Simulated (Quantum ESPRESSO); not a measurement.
## One change at a time to AlGaTa2Zr4

All numbers below are calculated, not measured. They come from Quantum ESPRESSO 7.5, a public plane-wave density functional program. Each row is one single-point run on a made-up periodic cell of eight metal atoms, with elements, volume, strain and displacements drawn at random and not relaxed, so a cell may be unstable or far from any real phase. There is no spin polarisation or spin-orbit coupling.

Settings: PBE unless stated; PseudoDojo standard norm-conserving files; Fermi-Dirac width 0.25 eV, which means electrons at about 2900 K; cutoff 1143 eV; 5 x 5 x 5 k mesh shifted half a step off Gamma. E is the free energy of the whole cell (internal energy minus TS), so a -TS column is already part of it. Stress is positive in tension, and the pressure P is minus a third of its trace.

Checks: one run of this series was repeated at a higher cutoff and on a denser mesh, which moved values by no more than 0.003 eV, 0.02 GPa and 0.005 eV/Å, and a second program with other atomic files agreed on it to 2 % rms in force and 0.5 GPa in pressure. Known limits: heavy elements are run without spin-orbit coupling, which real alloys of them have; a spin test at this wide smearing found no moment, but such smearing suppresses magnetism that the real alloy may have.

The lattice is hexagonal close-packed, and the cell vectors in Å are (2.922, -0.027, 4.791); (3.007, 0.022, -4.843); (-2.970, 5.256, 0.000), a volume of 150.00 Å³ in run 1. The elements on sites 1 to 8 are Al Zr Zr Ga Ta Zr Zr Ta. Each later run makes one change to run 1 and keeps the rest. E is counted from run 1, and is n/a where other atomic files have another zero of energy.

| run | change | V (Å³) | P (GPa) | -TS (eV) | rms force (eV/Å) | largest change of a force component (eV/Å) | E (eV) |
|---|---|---|---|---|---|---|---|
| 1 | none | 150.00 | 10.46 | -1.550 | 0.657 | 0.000 | 0.000 |
| 2 | sites 5 and 7 exchanged | 150.00 | 10.63 | -1.549 | 0.688 | 0.432 | -0.210 |
| 3 | all lengths scaled by -1.37 % | 143.92 | 16.97 | -1.485 | 0.741 | 0.185 | ? |
| 4 | PBEsol in place of PBE | 150.00 | 5.64 | -1.553 | 0.622 | 0.085 | n/a |
| 5 | Ru on site 5 | 150.00 | 5.37 | -1.682 | 0.620 | 0.900 | n/a |
| 6 | site 5 moved by -0.15 Å along z | 150.00 | 10.92 | -1.548 | 0.685 | 0.763 | 0.099 |

## Worked estimate

Along a uniform scaling dE = -P dV. The mean of the two pressures is 13.715 GPa and the volume changes by -6.08 Å³, with 160.2 GPa to one eV/Å³. The same two rows give -V dP/dV = 157 GPa for this cell with clamped atoms, which is not the bulk modulus of a real alloy.

## Withheld value

Question: what E should run 3 give?

The estimate is 0.520 eV. The calculation gave 0.517 eV. The mean of two end points misses the curvature of P, and the finite cutoff adds a little.
